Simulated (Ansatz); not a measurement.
## MgTi2Tl2P2S10, one structure, two calculations

Cell: a Materials Project structure (computed, not necessarily an observed phase).

```cif
data_structure
_symmetry_space_group_name_H-M 'P 1'
_symmetry_Int_Tables_number 1
_cell_length_a 6.5324
_cell_length_b 7.1998
_cell_length_c 9.7425
_cell_angle_alpha 110.190
_cell_angle_beta 98.131
_cell_angle_gamma 90.291
_cell_volume 425.02
loop_
_atom_site_label
_atom_site_type_symbol
_atom_site_fract_x
_atom_site_fract_y
_atom_site_fract_z
_atom_site_occupancy
Mg1 Mg 0.00000 0.00000 0.00000 1
Ti2 Ti 0.50098 0.29167 0.00254 1
Ti3 Ti 0.49902 0.70833 0.99746 1
Tl4 Tl 0.70456 0.71051 0.43414 1
Tl5 Tl 0.29545 0.28949 0.56586 1
P6 P 0.28035 0.87927 0.73865 1
P7 P 0.71965 0.12073 0.26135 1
S8 S 0.15326 0.69475 0.83559 1
S9 S 0.35645 0.56817 0.14857 1
S10 S 0.40848 0.07903 0.16853 1
S11 S 0.59152 0.92097 0.83147 1
S12 S 0.15424 0.15295 0.83533 1
S13 S 0.76511 0.22202 0.48133 1
S14 S 0.64355 0.43183 0.85143 1
S15 S 0.23489 0.77798 0.51867 1
S16 S 0.84576 0.84705 0.16467 1
S17 S 0.84674 0.30525 0.16441 1
```

Atom numbers follow the list; atoms alike are taken as one site, whose name carries the number of the first.

First run. All values are calculated (Ansatz; DFT, PBE, plane waves and PAW, scalar-relativistic, collinear spin, 420 eV cutoff, Γ-centred 5×4×3 k-points, Fermi–Dirac smearing 0.02 eV), not measured. Start moments as typed (μB): 1 on each Ti, none on the rest.

```tsv
site	atom	V_zz (10²¹ V/m²)	η	m (μB)
Mg	1	2.97	0.20	0.01
Ti	2	-5.51	0.72	0.67
Tl	4	-8.45	0.71	0.00
P	6	-3.00	0.27	0.01
S8	8	16.26	0.06	0.00
S9	9	6.25	0.20	-0.02
S10	10	16.74	0.11	0.00
S12	12	16.08	0.06	0.00
S13	13	17.30	0.03	0.01
```

Second run. The same atoms and settings, except that the mesh is 5×5×4, the Fermi–Dirac smearing is 0.05 eV and the start moments (μB) are 0 -1 1 0 0 0 0 0 0 0 0 0 0 0 0 0 0 by atom.

Q: Given the first result, estimate the second.

A: 

| site | atom | V_zz | η | change of V_zz | m (μB) |
| --- | --- | --- | --- | --- | --- |
| Mg | 1 | 2.94 | 0.21 | -0.03 | 0.00 |
| Ti | 2 | -5.36 | 0.90 | +0.15 | -0.01 |
| Tl | 4 | -8.21 | 0.76 | +0.24 | 0.00 |
| P | 6 | -3.02 | 0.23 | -0.02 | 0.00 |
| S8 | 8 | 15.95 | 0.07 | -0.31 | 0.00 |
| S9 | 9 | 5.97 | 0.18 | -0.28 | 0.00 |
| S10 | 10 | 16.55 | 0.13 | -0.19 | 0.00 |
| S12 | 12 | 15.75 | 0.06 | -0.33 | 0.00 |
| S13 | 13 | 17.17 | 0.03 | -0.13 | 0.00 |

The largest change of V_zz is on S12, from 16.08 to 15.75. The whole tensor moves most on Ti, by 0.56 along its most changed direction. In per cent, |V_zz| changes by -1 on Mg, -3 on Ti, -3 on Tl, +1 on P, -4 to -1 on S (all sites that start above 2). Where |V_zz| stays above 0.1, η moves most on Ti, from 0.72 to 0.90. The absolute magnetisation of the cell goes from 2.3 to 1.1 μB. The first run finds no gap above 0.1 eV, the second does.

Spin–orbit coupling is left out, which shifts gradients on Tl by a few per cent in wide-gap crystals, and can shift them far more where the calculated gap is small or absent, as here.
For the first run: Semilocal functionals can leave a metal where correlation in the d or f shell opens a gap in the real compound, and that would change the values at and beside Ti. All moments are parallel here, as the start or the cell imposes; many such compounds order antiparallel, where fields and spin densities carried over to other atoms largely cancel. The magnetic order is the one that the run reached from its start moments, not necessarily the measured one (the real compound may not order at all).
For the second run: The magnetic order is the one that the run reached from its start moments, not necessarily the measured one.
